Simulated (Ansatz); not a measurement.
The end point of a relaxation of NbAs. Space group I4₁md (No. 109). Method: PBE (plane waves to 420 eV, PAW, scalar-relativistic; Ansatz, a program for electronic structure).

```xyz
4
Lattice="-1.7368 1.7368 5.8743 1.7368 -1.7368 5.8743 1.7368 1.7368 -5.8743" Properties=species:S:1:pos:R:3 pbc="T T T"
Nb     1.7368     0.0000     2.4730
Nb     0.0000     0.0000     5.4102
As     0.0000     0.0000     0.4966
As     0.0000     1.7368     3.4338
```

Problem. What is the computed band gap (PBE)?

Solution. No gap on the sampled points, where the bands overlap only slightly; such a result is sensitive to mesh and level.

No spin polarisation in the result.

The run could not lose the symmetry of its start.

It was reached from a disturbed copy of a I4₁/amd (No. 141) cell (AFLOW prototype AB_tI8_141_a_b ("40", as in NbP)), against which it lies -0.51 eV/atom.

The first start was generated by placing the elements on the sites of a structure type. A measured structure of NbAs has the same space group, I4₁md (No. 109); the sites were not compared with it.
